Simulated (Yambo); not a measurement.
Yambo run on CdS (zinc blende, space group F-43m, No. 216). The wavefunctions come from this Quantum ESPRESSO step (LDA, PseudoDojo standard norm-conserving files, scalar-relativistic):

```
&CONTROL
  calculation = 'nscf'
  pseudo_dir = './pseudo'
  outdir = './out'
/
&SYSTEM
  ibrav = 0
  nat = 2
  ntyp = 2
  ecutwfc = 102.0
  ecutrho = 408.0
  occupations = 'fixed'
  force_symmorphic = .true.
  nbnd = 120
/
&ELECTRONS
  conv_thr = 2e-09
  diago_full_acc = .true.
  diago_thr_init = 1e-08
/
ATOMIC_SPECIES
S 32.0600 S.upf
Cd 112.4140 Cd.upf
CELL_PARAMETERS angstrom
  0.000000000000   2.879109085000   2.879109085000
  2.879109085000   0.000000000000   2.879109085000
  2.879109085000   2.879109085000   0.000000000000
ATOMIC_POSITIONS crystal
S   0.750000000000   0.750000000000   0.750000000000
Cd   0.000000000000   0.000000000000   0.000000000000
K_POINTS automatic
4 4 4 0 0 0
```

Yambo input:

```
rim_cut
gw0
dyson
el_el_corr
HF_and_locXC
ppa
em1d
RandQpts= 1000000
RandGvec= 1 Ry
EXXRLvcs= 102 Ry
VXCRLvcs= 408 Ry
Chimod= "HARTREE"
% BndsRnXp
 5 | 118 |
%
NGsBlkXp= 10 Ry
% LongDrXp
 1.0 | 1.0 | 1.0 |
%
PPAPntXp= 27.2114 eV
% GbndRnge
 1 | 118 |
%
GTermKind= "BG"
DysSolver= "n"
ExtendOut
% QPkrange
 1 | 1 | 13 | 14 |
 3 | 3 | 13 | 14 |
%
```

k points by index: 1 = Γ, 3 = L.

Resulting energies as the program prints them:

```
#    K-point    Band    Eo [eV]    E [eV]    E-Eo [eV]    Vxc [eV]    Vnlxc [eV]    Sc|Eo [eV]    Sc|E [eV]    dSc/dw|Eo [eV]    Re(Z)    Im(Z)
#
    1    13    0.000000    -0.917407    -0.917407    -15.51199    -18.55158    1.871367    2.122174    -7.438442    0.785323    -0.001355
    1    14    0.943459    1.364952    0.421493    -11.15774    -6.898607    -3.740733    -3.837641    -6.254839    0.813098    -0.001248
    3    13    -0.826946    -1.734936    -0.907990    -14.50983    -17.71845    2.050429    2.300624    -7.497174    0.783994    -0.001393
    3    14    2.814139    3.368177    0.554039    -11.51923    -6.848267    -3.989854    -4.116927    -6.239877    0.813462    -0.001258
```
(The two width columns are left out.) Convergence of these settings isn't established.

Spin-orbit coupling is not included.

Geometry relaxed with LDA.
